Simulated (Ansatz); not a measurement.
**MgRh: energy along a strain**

MgRh, Pm-3m, a = 3.099 Å (as given, not relaxed at this level: -1.9 GPa). The structure is a COD entry; whether it is the stable form wasn't checked. Ansatz: PBEsol, PAW, 420 eV, Γ-centred 16×16×16 mesh on 2 atoms, Gaussian smearing 0.15 eV; no spin polarisation. Cell vectors (Å): 3.099 0.000 0.000; 0.000 3.099 0.000; 0.000 0.000 3.099. The cell is strained by x per cent times the pattern (0 0 0 0 1 0) in the order xx yy zz yz xz xy (engineering shears), with fractional coordinates held. y is the free energy over the start, V0 = 14.884 Å³/atom. Symmetry makes y even in x. Points with a strain past 8.5 % were computed too (4) and aren't used here.

```
x (%) y (meV/atom)
-7.50         20.23
 0.00          0.00
 1.87          1.26
 3.75          5.07
 5.62             ?
```

**Question.** Fit y = c2 x² + c4 x⁴ to the other rows, get the stiffness along the pattern, and predict the missing energy.

**Answer.** Least squares on the rows shown. y = 0.36079 x² − 2.0331×10⁻⁵ x⁴. The clamped-ion stiffness p·C·p = 2 × 3.608 eV × 160.2 / 14.884 Å³ = 78 GPa, which is C55 in these axes (C44 of the cubic crystal) (second derivative at the start, which stands under stress). At x = 5.62 the fit asked for gives 11.38 meV/atom. The run gave 11.36 meV/atom, so the fit is 0.02 meV/atom too high, a small miss on the scale of the series.